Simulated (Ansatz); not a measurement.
In r²SCAN+D4 in the plane-wave PAW code Ansatz, GaN in the hexagonal phase (P6_422; Ga on 3d, N on 3c) relaxes to a = 3.112 Å, c = 7.351 Å. Its formation energy from the elements is -0.32 eV/atom, with no fitted shifts.

The Kohn–Sham gap is 1.98 eV (indirect). The valence maximum lies at A and the conduction minimum at Γ. The screened hybrid HSE06 puts the gap at 2.76 eV. Gap from r²SCAN+D4 with spin–orbit coupling: 1.98 eV. The electron mass is 0.15, 0.15, 0.17 mₑ (principal values). The hole mass is 0.46, 0.46, 1.0 mₑ (principal values).

An equation-of-state fit gives a bulk modulus of 212 GPa. The relaxed-ion elastic constants in GPa are C11 = 377, C12 = 114, C13 = 117, C33 = 496, C44 = 136. The elastic constants imply a Debye temperature near 690 K. Bader charges are Ga +1.64, N -1.64 e.

The start of the workflow was typed in or built on a structure type; neither database checked (COD, Materials Project) lists it. It is not the phase usual at ambient conditions (space group No. 186, 216). The cell was relaxed with r²SCAN+D4 under the symmetry of its start; whether a distortion lowers the energy is not shown. The volume moved by -23 % from the start of the relaxation. The references are the lowest solids computed at this level, not always the standard phases (solids in place of the gases). Scalar-relativistic: spin–orbit coupling is off unless named, which matters more the heavier the elements.

Potentials: the later of the program's two PAW sets.
